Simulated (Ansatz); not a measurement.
TiSb:
```
TiSb
1.0
    4.06304     0.00000     0.00000
   -2.03152     3.51869     0.00000
    0.00000     0.00000     6.16341
Ti Sb
2 2
Direct
  0.00000   0.00000   0.00000
  0.00000   0.00000   0.50000
  0.33333   0.66667   0.25000
  0.66667   0.33333   0.75000
```

Relaxed with r²SCAN.

Problem. Map the electron localisation function on the plane through (0.000, 0.000, 0.000) spanned by u = [0, 0, 1] and v = [1, -1, 0] in lattice vectors, from plane-wave PAW r²SCAN (Ansatz code).

Solution. x is the fraction of u, y of v (the angle between them is 90°; rows are the nearest grid lines); atoms in the plane: Ti at (0.00, 0.00), Ti at (0.50, 0.00), Sb at (0.25, 0.33), Sb at (0.75, 0.67).
```
| .#@#-:=+-:=@@=  =@@=:-+=:-#@#. |
|#%@#-.-++=::+%%#%@@*::=*+-:=%@%#|
|@@#=..-+*=:.:+%@@@#-:-*##+::+%@@|
|..   :-=+=:.   ..::=*%@@@@%+-::.|
|.   .:-==-:.   ..-+#%%%#%%%%*=:.|
|+-............:=*%%#+==--=+*%%#+|
|*=:...........-+#%#+=-...:=+*%%*|
|#=:.         .-*%#+=:     .-+*%#|
|#=:.         .-*%#+=:     .-+*%#|
|*=:..........:-+#%*+=:.  .-=*#%*|
|*=-:---==---::-+#%#*+=-:--=+#%%*|
|+++*#########*+++*#%#*+++*#%%#*+|
|+*#%%#*+++*#%#*+++*#########*+++|
|*%%#+=--:-=+*#%#+-::---==---:-=*|
|*%#*=-.  .:=+*%#+-:..........:=*|
|#%*+-.     :=+#%*-.         .:=#|
|#%*+-.     :=+#%*-.         .:=#|
|*%%*+=:...-=+#%#+-...........:=*|
|+#%%*+=--==+#%%*=:............-+|
|.:=*%%%%#%%%#+-..   .:-==-:.   .|
|.::-+%@@@@%*=::..   .:=+=-:   ..|
|@@%+::+##*-:-#@@@%+:.:=*+-..=#@@|
|#%@%=:-+*=::*@@%#%%+::=++-.-#@%#|
| .#@#-:=+-:=@@=  =@@=:-+=:-#@#. |
```
Scale: ten equal steps from 0.000 (start of ' ') to 0.678 (end of '@'), in the order ' .:-=+*#%@'; x runs from 0.000 to 1.00, y from 0.000 (bottom) to 1.00 (top).

The density is the valence pseudo-density with augmentation charge, so density and ELF within about 1 Å of a nucleus are not all-electron values.

Space group P6_3/mmc (NiAs type). The workflow started from an entry of the Crystallography Open Database (COD). Whether it is the stable phase at ambient conditions was not checked. The r²SCAN relaxation kept the symmetry of its start; its stability against distortions is not shown here. The run is not spin-polarised. Spin–orbit coupling is left out wherever it is not named.

Potentials: the later of the program's two PAW sets.
